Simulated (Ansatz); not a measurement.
**Calculated electrostatic potentials at the Br nuclei for CsPb2Br5**

Cell: a Materials Project structure (computed, not necessarily an observed phase), atoms as given.

Space group I4/mcm (No. 140); a = 8.5372, c = 15.5859 Å.

| site | Wyckoff | site symmetry | x | y | z |
| --- | --- | --- | --- | --- | --- |
| Cs | 4a | 422 | 0.0000 | 0.0000 | 0.7500 |
| Pb | 8h | m.2m | 0.3326 | 0.1674 | 0.5000 |
| Br7 | 4c | 4/m.. | 0.0000 | 0.0000 | 0.5000 |
| Br9 | 16l | ..m | 0.1538 | 0.3462 | 0.3736 |

One atom of each set is listed; the run and its k-mesh use a cell of 16 atoms with edges of 9.86, 9.86, 9.86 Å.

Level of theory: DFT, r2SCAN, plane waves and PAW, scalar-relativistic, 500 eV cutoff, Γ-centred 5×5×5 k-points, Fermi–Dirac smearing 0.02 eV (Ansatz 0.2.0).

The potential at a nucleus is that of all electrons and the other nuclei. A higher potential binds the core electrons more strongly, so differences between sites of one element are the initial-state part of core-level shifts.

Question: Rank the Br sites by the potential at the nucleus, lowest first, and give each against the lowest.
A. Br7: 4 Pb at 3.18 Å
B. Br9: 1 Pb at 2.92 Å

Answer: B (0.00 V), A (0.20 V).
